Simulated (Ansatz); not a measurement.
Here is the system:

MgO:
```
CELL_PARAMETERS angstrom
      0.00000     2.08032     2.08032
      2.08032     0.00000     2.08032
      2.08032     2.08032     0.00000
ATOMIC_POSITIONS crystal
  Mg 0.00000 0.00000 0.00000
  O  0.50000 0.50000 0.50000
```

This is the LDA-relaxed structure.

Question: All from plane-wave PAW LDA (Ansatz code), unless another level is named. Give the Born charges (a third of the trace).

Answer: Mg +1.97, O -1.97 e.

Question: Predict the static dielectric constant ε0 (ions relaxed, cell fixed).

Answer: 9.80.

Question: Next, the electronic dielectric constant ε∞ (DFPT)?

Answer: 3.18.

Space group Fm-3m (rock salt). The LDA relaxation kept the symmetry of its start.

Potentials: the earlier of the program's two PAW sets. The files were generated under PBE; for other functionals the program regenerates the frozen cores, and for LDA and PBEsol the local potential too.
